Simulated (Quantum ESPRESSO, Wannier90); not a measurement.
Wannierisation of MgPdF₆ (R-3)

```
begin unit_cell_cart
ang
   -2.4656499840    4.2706310461    0.0000000000
   -4.9312999681    0.0000000000    0.0000000000
   -2.4656499840    1.4235436820    4.5099900000
end unit_cell_cart
begin atoms_frac
Mg   0.5000000000  0.5000000000  0.5000000000
Pd   0.0000000000  0.0000000000  0.0000000000
F   -0.2425900000  0.1003300000 -0.2467930000
F    0.2425900000 -0.1003300000  0.2467930000
F    0.3890530000 -0.2425900000 -0.2467930000
F   -0.3890530000  0.2425900000  0.2467930000
F    0.1003300000  0.3890530000 -0.2467930000
F   -0.1003300000 -0.3890530000  0.2467930000
end atoms_frac
```

Structure: Materials Project mp-7921, symmetrised, not relaxed again. COD (Crystallography Open Database) has an entry of this formula and space group (matched by these alone). Level: PBEsol, no spin polarisation, no spin-orbit coupling; pw.x of Quantum ESPRESSO at 68 Ry with PseudoDojo potentials, 4×4×4 k-points, Wannier90. Density: 8×8×8 mesh, cold smearing 0.01 Ry.

A tight-binding model is made by disentanglement and projection with no localisation steps (num_iter = 0), so the 23 orbitals stay atom-like: hydrogen-like Pd: d; F: p, axes along x, y, z; frozen window up to 3.38 eV relative to the valence-band maximum. It follows pw.x to 0.2 meV rms for states up to 2.1 eV relative to the valence-band maximum. Matrix elements depend on this choice of orbitals and windows.

The 20 largest hoppings ⟨m,0|H|n,R⟩ between different sites (one of each Hermitian pair; signs follow the real orbitals' lobes; the list may end inside a set of equal values):

```
m               n      R  distance of the centres (Å)  t (eV)
-----  ----------  -----  ---------------------------  ------
F7 px     Pd2 dxz  0 0 0                         1.93  -1.731
F8 px     Pd2 dxz  0 0 0                         1.93   1.731
F3 py     Pd2 dyz  0 0 0                         1.93  -1.273
F4 py     Pd2 dyz  0 0 0                         1.93   1.273
F7 pz  Pd2 dx2-y2  0 0 0                         1.92  -1.174
F8 pz  Pd2 dx2-y2  0 0 0                         1.92   1.174
F5 px     Pd2 dyz  0 0 0                         1.92  -1.095
F6 px     Pd2 dyz  0 0 0                         1.92   1.095
F5 pz     Pd2 dxy  0 0 0                         1.92  -1.081
F6 pz     Pd2 dxy  0 0 0                         1.92   1.081
F5 py     Pd2 dxz  0 0 0                         1.93  -1.065
F6 py     Pd2 dxz  0 0 0                         1.93   1.065
F5 py     Pd2 dyz  0 0 0                         1.93  -1.025
F6 py     Pd2 dyz  0 0 0                         1.93   1.025
F3 py     Pd2 dxz  0 0 0                         1.93   0.952
F4 py     Pd2 dxz  0 0 0                         1.93  -0.952
F3 pz     Pd2 dxy  0 0 0                         1.92   0.951
F4 pz     Pd2 dxy  0 0 0                         1.92  -0.951
F3 px     Pd2 dyz  0 0 0                         1.92   0.922
F4 px     Pd2 dyz  0 0 0                         1.92  -0.922
```
